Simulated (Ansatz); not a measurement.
Na₂WO₄:
Space group Fd-3m, origin choice 1 (No. 227); a = b = c = 8.932 Å, α = β = γ = 90.00°

```csv
atom,site,symmetry,x,y,z
Na,16d,.-3m,0.6250,0.6250,0.6250
W,8a,-43m,0.0000,0.0000,0.0000
O,32e,.3m,0.3649,0.3649,0.3649
```
(The calculation used a cell of 14 atoms; values per cell refer to that cell.)

This is the LDA-relaxed structure.

Question: All from the program Ansatz at the LDA level (PAW), unless another level is named. Predict the electron effective mass.

Answer: 0.51 mₑ (isotropic).

Question: Predict the formation energy from the elements (no fitted shifts).

Answer: -214 kJ/mol-atom.

Question: Next, the band gap?

Answer: 5.11 eV (direct).

The first step of the workflow began from a Materials Project structure, measured or hypothetical; the Crystallography Open Database files this formula in space group No. 227, but the cells were not matched. Whether it is the stable phase at ambient conditions was not checked. The cell was relaxed with LDA under the symmetry of its start; of distortions, only those at the zone centre were tested. The run is not spin-polarised. No Hubbard U is applied. The references are the lowest solids computed at this level, not always the standard phases (solids in place of the gases). Spin–orbit coupling is left out wherever it is not named.

Potentials: the later of the program's two PAW sets.
